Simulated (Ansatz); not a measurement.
Structure from Materials Project entry mp-1056702 (possibly hypothetical), not relaxed further. The listed cell was then made from it by scaling, straining or moving an atom.

An input for Mg: DFT, LDA, all-electron LAPW, scalar-relativistic (Ansatz 0.2.0).

Command: `ansatz run input.yaml --threads 1 --pin off --max-ram 3072MiB --backend cpu --events-out ev --progress --plain --runs-dir out` The run took 10 s on 1 thread of Arm Neoverse V1, on a shared host, peak memory 0.28 GiB.

```yaml
crystal:
  lattice:
    - [0.02244256, 2.25547728, 2.25547728]
    - [2.25547728, 0.02244256, 2.25547728]
    - [2.25547728, 2.25547728, 0.02244256]
  atoms:
    - { symbol: Mg, position: [0.0, 0.0, 0.0] }
kpoints:
  mp_grid: { grid: [16, 16, 16] }
  band_path:
    path:
      - [0.0, 0.0, 0.0]
      - [0.5, 0.5, 0.5]
      - [0.247543133, 0.5, 0.752456867]
      - [-0.247543133, 0.247543133, 0.5]
      - [0.0, 0.0, 0.5]
      - [0.0, 0.0, 0.0]
      - [-0.3737715665, 0.0, 0.3737715665]
      - [0.0, 0.3737715665, 0.6262284335]
      - [0.0, 0.5, 0.5]
    npoints: 5
scf:
  occupations: { method: fermi_dirac, width: 0.03 }
hamiltonian:
  xc: lda
  pseudopotentials: { kind: all_electron, lapw: { basis_error: 0.001 } }
output:
  forces: true
  stress: true
  eigenvalues: true
```

Set-up and iterations as logged by Ansatz (the results part is left out, to be predicted):

```
LAPW: plane waves up to 5.340 Å⁻¹, error target 1.0e-3 eV per atom; small_component_spin mean_spin; Mg in spheres of 1.579 Å, 10 of its electrons in bands, Dirac shells []
Engine: ansatz 0.2.0
Pseudopotentials: kind: all_electron
Pseudopotential: Mg, LAPW, valence charge 10, Koelling and Harmon's equation, gaussian nucleus
Functional definition: SPW92
  exchange = slater_x
  correlation = pw_c
Crystal: 1 atoms, lattice volume = 22.606 Å³
Basis set: ecut = 108.63458397752905 eV, 59 PW (Γ), exchange–correlation at level 2
Bands: 9, of which v1, the nominal top of the filled ones, is band 5 counted from 1 (4 counted from 0)
Symmetry: 12 space group operations
Space group: R-3m (ITA 166), of the structure as read, at distance tolerance 2.8e-5 Å
k-points: 417 of 4096
Non-local potential: Mg, projectors of the file, none
Initial density: superposition of atomic densities (chi_scale 0.1, normalization cell)
Initial wavefunctions: plane waves of lowest kinetic energy (no species holds an atomic orbital)
Functional: x = slater, c = lda
iter 1 solved again at ethr=8.60e-5 eV; its pass at ethr=1.00e-1 eV (dr2=8.60e-3 eV) is discarded
SCF iter   1: F=—  HF=-5429.234862 eV  |F-HF|=—  |Δ(HF+E_count)|=         —  Δρ=6.85e-3  dr2=8.59e-3  ethr=8.60e-5  ⟨swp⟩=3.4  Hψ=30064  notcnv=0
SCF iter   2: F=—  HF=-5429.225991 eV  |F-HF|=—  |Δ(HF+E_count)|=   8.87e-3  Δρ=3.29e-3  dr2=1.92e-3  ethr=8.59e-5  ⟨swp⟩=2.0  Hψ=10925  notcnv=0
iter 3 solved again at ethr=4.35e-8 eV; its pass at ethr=1.92e-5 eV (dr2=4.35e-6 eV) is discarded
SCF iter   3: F=—  HF=-5429.224233 eV  |F-HF|=—  |Δ(HF+E_count)|=   1.76e-3  Δρ=1.62e-4  dr2=4.35e-6  ethr=4.35e-8  ⟨swp⟩=2.2  Hψ=18982  notcnv=0
SCF iter   4: F=—  HF=-5429.224187 eV  |F-HF|=—  |Δ(HF+E_count)|=   4.68e-5  Δρ=5.60e-5  dr2=7.57e-7  ethr=4.35e-8  ⟨swp⟩=2.0  Hψ=10803  notcnv=0
SCF iter   5: F=-5429.224187 eV  HF=-5429.224187 eV  |F-HF|=4.01e-10  |Δ(HF+E_count)|=   1.15e-7  Δρ=2.10e-6  dr2=9.00e-10  ethr=7.57e-9  ⟨swp⟩=2.0  Hψ=10803  notcnv=0
```

(1) What pressure will this run report?

(2) Is there a band gap?

Results:

(1) -1.32 GPa (positive in compression).

(2) none: bands cross the Fermi level, a metal.
